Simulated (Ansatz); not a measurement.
Consider the following.

In2O3:
```
In2O3
1.0
    3.41782     0.00000     0.00000
   -1.70891     2.95992     0.00000
    0.00000     0.00000     6.05424
In O
2 3
Direct
  0.66667   0.33333   0.76230
  0.33333   0.66667   0.23770
  0.66667   0.33333   0.34633
  0.33333   0.66667   0.65367
  0.00000   0.00000   0.00000
```

This is the r²SCAN+D4-relaxed structure. Cartesian axes are those of the cell as given.

Question: All from r²SCAN+D4 (plane waves, PAW; program Ansatz), unless another level is named. Estimate the gap with spin–orbit coupling.

Answer: 1.34 eV.

Question: What about the hole effective mass?

Answer: 0.61, 3.1, 4.9 mₑ (principal values).

Question: And the HSE06 gap on the r²SCAN+D4 cell?

Answer: 2.21 eV.

Question: Give the weight of the conduction-edge state by species (Voronoi cells).

Answer: O 54 %, In 46 %.

Question: And the valence-band maximum?

Answer: off the standard path, at k = (0.000, 0.250, -0.214).

Space group P-3m1 (La2O3 or Ni2Al3 type). The start of the workflow was typed in or built on a structure type; neither database checked (COD, Materials Project) lists it. It is not the phase usual at ambient conditions (space group No. 206). The r²SCAN+D4 relaxation kept the symmetry of its start. At this level the phase is mechanically unstable. The volume moved by -25 % from the start of the relaxation. Scalar-relativistic: spin–orbit coupling is off unless named, which matters more the heavier the elements.

Potentials: the earlier of the program's two PAW sets.
